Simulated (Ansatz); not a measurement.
The relaxed structure here is a generated cell of TiS2: the first start was made by placing the elements on the sites of a structure type, and the end was not matched to a known phase here, so it may be hypothetical. Known forms of TiS2 include space group No. 164.

One stationary structure of TiS2. Computed with PBEsol (plane waves to 420 eV, PAW, scalar-relativistic; Ansatz, a program for electronic structure).

```
CELL_PARAMETERS angstrom
      5.63063    -3.31259     0.00000
      5.63063     3.31259     0.00000
      0.00000     0.00000     6.00204
ATOMIC_POSITIONS crystal
  Ti 0.64397 0.64397 0.00000
  Ti 0.14397 0.14397 0.50000
  Ti 0.35603 0.35603 0.00000
  Ti 0.85603 0.85603 0.50000
  S  0.42420 0.57580 0.25396
  S  0.57580 0.42420 0.74604
  S  0.07580 0.92420 0.75396
  S  0.92420 0.07580 0.24604
  S  0.48054 0.01946 0.25000
  S  0.01946 0.48054 0.75000
  S  0.51946 0.98054 0.75000
  S  0.98054 0.51946 0.25000
```

### Question
Find the space group and the Wyckoff positions (tolerance 0.01 Å).

### Answer
Space group Cmce (No. 64); a = 11.261 Å, b = 6.625 Å, c = 6.002 Å, α = β = γ = 90.00°

```tsv
atom	site	symmetry	x	y	z
Ti	8d	2..	0.3560	0.0000	0.0000
S	8f	m..	0.0000	0.0758	0.2460
S	8e	.2.	0.2500	0.2695	0.2500
```

### Question
Give the shortest distances between elements (the closest pairs, up to four, under 3.6 Å).

### Answer
S–Ti 2.28 Å; S–S 3.01 Å; Ti–Ti 3.24 Å.

| Quantity | Result |
|---|---|
| Volume per atom | 18.66 Å³ |
| Band gap | 0.59 eV, direct at Γ (no spin-orbit coupling) |

No spin polarisation in the result.

The run could not lose the symmetry of its start, so the end can be a saddle point.
